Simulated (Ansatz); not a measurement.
CO₂ — ¹⁷O NMR of the central transition

Cell: a COD entry (listed for 1.0 GPa), its atoms then relaxed with PBE in this cell.

Space group Pa-3 (No. 205); a = 5.4942 Å.

| site | Wyckoff | site symmetry | x | y | z |
| --- | --- | --- | --- | --- | --- |
| C | 4a | .-3. | 0.0000 | 0.0000 | 0.0000 |
| O | 8c | .3. | 0.1227 | 0.1227 | 0.1227 |

One atom of each set is listed.

Method: Kohn–Sham DFT in Ansatz, PBE, plane waves and PAW (field gradients read without the response of the frozen cores, which leaves them typically 4 to 6 % off), scalar-relativistic, 420 eV cutoff, Γ-centred 5×5×5 k-points, Fermi–Dirac smearing 0.02 eV.

¹⁷O has I = 5/2 and Q = -25.58 mb (Pyykkö 2018); at 18.8 T its Larmor frequency is ν₀ = 108.6 MHz. Only the quadrupole interaction is simulated: positions count from each site's isotropic chemical shift, and J coupling is left out, as are shift anisotropy and dipolar coupling, which fast spinning averages.

Problem. Simulate the second-order pattern (fast magic-angle spinning, Gaussian broadening 0.1 kHz) of site O (1 C at 1.17 Å).

Solution. The calculation gives C_Q = -4.65 MHz and η = 0.00, so ν_Q = 0.697 MHz and the centre of gravity lies at -11.0 ppm (-1.19 kHz).

```tsv
offset (kHz)	height
-3.115	0
-3.042	0
-2.969	3
-2.896	5
-2.823	5
-2.749	5
-2.676	5
-2.603	5
-2.530	5
-2.457	5
-2.384	5
-2.310	6
-2.237	6
-2.164	6
-2.091	6
-2.018	6
-1.945	16
-1.871	65
-1.798	73
-1.725	52
-1.652	43
-1.579	39
-1.505	37
-1.432	35
-1.359	34
-1.286	34
-1.213	33
-1.140	33
-1.066	34
-0.993	35
-0.920	36
-0.847	39
-0.774	41
-0.701	46
-0.627	53
-0.554	68
-0.481	100
-0.408	68
-0.335	7
-0.262	0
```

An axis of threefold or higher order runs through O, so V_zz lies along it and η is zero.

The relaxation (4 steps) took 8.9 s of wall time (8.8 s of CPU time) and 0.44 GiB at its peak, on 1 thread of Intel Xeon 6975P-C (Granite Rapids) (x86_64; 16 cores open to the job, memory cap 3.0 GiB, no GPU), a shared host with a load of 0.4 a core.
